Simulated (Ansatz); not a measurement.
BP (zinc blende)

```yaml
crystal:
  lattice:
    - [0.00000, 2.27414, 2.27414]
    - [2.27414, 0.00000, 2.27414]
    - [2.27414, 2.27414, 0.00000]
  atoms:
    - { symbol: P, position: [0.75000, 0.75000, 0.75000] }
    - { symbol: B, position: [0.00000, 0.00000, 0.00000] }
```

The slice is a {111} plane (indices of the conventional cell) through the point (0.000, 0.000, 0.000) (fractional), spanned by u = [100] and v = [-1 2 0] in vectors of this cell: u (3.22 Å) and v (5.57 Å, at 90° to u). It covers one period; positions are fractions (u, v).

All values below come from PBE (plane waves to 420 eV, PAW, scalar-relativistic; Ansatz, a first-principles code). k mesh 12×12×12. Inside the PAW spheres the values are not all-electron values, and peaks at nuclei hang on which shells count as valence. BP was relaxed with its symmetry unable to fall. The PAW data are Ansatz's earlier set.

Task: Sketch the density of the highest valence band (whole band, smooth part) on this plane as a map.

Result: 
```
|:+%@%#*+===+*#%@%+|
|*#@@@%#*+++*#%@@@#|
|##%%%%##*+*##%%%%#|
|++*####*+++*####*+|
|-==+****+=+****+==|
|::--=+++++++++=--:|
|..::-=+++++++=-::.|
| ...:-=**#**=-:...|
|   .:-=*#%#*=-:.  |
|   ..-=*#%#*=-..  |
|   ..-=*%%%*=-..  |
|   .:-+#%@%#+-:.  |
|  ..:-+#@@@#+-:.. |
|...:-=*#%#%#*=-:..|
|:::-=+##=:=##+=-::|
|---=+#%#: :#%#+=--|
|==+*#%@%+:+%@%#*+=|
|++*#%@@@#*#@@@%#*+|
|+*##%%%%###%%%%##*|
|++*####*+++*####*+|
|=+****+==-==+****+|
|+++++=--:::--=++++|
|++++=-::...::-=+++|
|#**=-:... ...:-=**|
|%#*=-:.     .:-=*#|
|%#*=-..     ..-=*#|
|%%*=-..     ..-=*%|
|@%#+-:.     .:-+#%|
|@@#+-:..   ..:-+#@|
|#%#*=-:.....:-=*#%|
|:=##+=-:::::-=+##=|
| :#%#+=-----=+#%#:|
```
Scale: ten equal steps from 0.003 (start of ' ') to 0.226 (end of '@'), in the order ' .:-=+*#%@'. Values: density of the highest valence band (whole band, smooth part) in e/Å³. The map has 18 points along u (one character each, u = 0 at the left) and 32 along v (v = 0 in the bottom row).
